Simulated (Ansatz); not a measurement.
Cs:
Space group Fm-3m (No. 225); a = b = c = 7.912 Å, α = β = γ = 90.00°

```csv
atom,site,symmetry,x,y,z
Cs,4a,m-3m,0.0000,0.0000,0.0000
```
(The calculation used a cell of 1 atom; values per cell refer to that cell.)

Relaxed with r²SCAN.

**Question.** Which orbitals make up the states near the Fermi level in the program Ansatz at the r²SCAN level (PAW)?

**Answer.** Within 0.5 eV of the Fermi level: Cs 6s 80 %, outside the projected shells 20 %. Projections are on Löwdin-orthogonalised atomic valence shells; empty p or d shells of many metals are not among them.

**Question.** Tabulate the density of states.

**Answer.** States/eV per cell of 1 atom, in 0.25 eV bins, energy from the Fermi level.

| E (eV) | total | Cs 6s | Cs 5p |
|---|---|---|---|
| -7.85 | 0.00 | 0.00 | 0.00 |
| -7.60 | 0.00 | 0.00 | 0.00 |
| -7.35 | 0.00 | 0.00 | 0.00 |
| -7.10 | 0.00 | 0.00 | 0.00 |
| -6.85 | 0.00 | 0.00 | 0.00 |
| -6.60 | 0.00 | 0.00 | 0.00 |
| -6.35 | 0.00 | 0.00 | 0.00 |
| -6.10 | 0.00 | 0.00 | 0.00 |
| -5.85 | 0.00 | 0.00 | 0.00 |
| -5.60 | 0.00 | 0.00 | 0.00 |
| -5.35 | 0.00 | 0.00 | 0.00 |
| -5.10 | 0.00 | 0.00 | 0.00 |
| -4.85 | 0.00 | 0.00 | 0.00 |
| -4.60 | 0.00 | 0.00 | 0.00 |
| -4.35 | 0.00 | 0.00 | 0.00 |
| -4.10 | 0.00 | 0.00 | 0.00 |
| -3.85 | 0.00 | 0.00 | 0.00 |
| -3.60 | 0.00 | 0.00 | 0.00 |
| -3.35 | 0.00 | 0.00 | 0.00 |
| -3.10 | 0.00 | 0.00 | 0.00 |
| -2.85 | 0.00 | 0.00 | 0.00 |
| -2.60 | 0.00 | 0.00 | 0.00 |
| -2.35 | 0.00 | 0.00 | 0.00 |
| -2.10 | 0.00 | 0.00 | 0.00 |
| -1.85 | 0.00 | 0.00 | 0.00 |
| -1.60 | 0.14 | 0.14 | 0.00 |
| -1.35 | 0.31 | 0.31 | 0.00 |
| -1.10 | 0.44 | 0.43 | 0.01 |
| -0.85 | 0.56 | 0.54 | 0.01 |
| -0.60 | 0.69 | 0.66 | 0.01 |
| -0.35 | 0.85 | 0.78 | 0.01 |
| -0.10 | 1.06 | 0.93 | 0.01 |
| 0.15 | 1.37 | 1.11 | 0.01 |
| 0.40 | 1.50 | 0.95 | 0.00 |
| 0.65 | 1.68 | 0.34 | 0.00 |
| 0.90 | 1.56 | 0.32 | 0.00 |
| 1.15 | 2.93 | 0.24 | 0.00 |
| 1.40 | 3.58 | 0.05 | 0.00 |
| 1.65 | 2.25 | 0.03 | 0.00 |
| 1.90 | 1.71 | 0.01 | 0.00 |
| 2.15 | 1.35 | 0.01 | 0.00 |
| 2.40 | 1.19 | 0.06 | 0.00 |
| 2.65 | 2.76 | 0.15 | 0.00 |
| 2.90 | 4.44 | 0.13 | 0.00 |
| 3.15 | 1.70 | 0.05 | 0.00 |
| 3.40 | 1.81 | 0.04 | 0.00 |
| 3.65 | 2.71 | 0.10 | 0.00 |
| 3.90 | 3.16 | 0.11 | 0.00 |
| 4.15 | 2.15 | 0.04 | 0.00 |
| 4.40 | 3.23 | 0.05 | 0.00 |
| 4.65 | 4.88 | 0.10 | 0.00 |

The workflow started from a Materials Project entry (that database holds measured and hypothetical structures alike); the Crystallography Open Database files this formula in space group No. 225, but the cells were not matched. It is not the phase usual at ambient conditions (space group No. 229). Symmetry was held in the r²SCAN relaxation; whether a distortion lowers the energy is not shown. Spin–orbit coupling is left out wherever it is not named.

Potentials: the later of the program's two PAW sets.
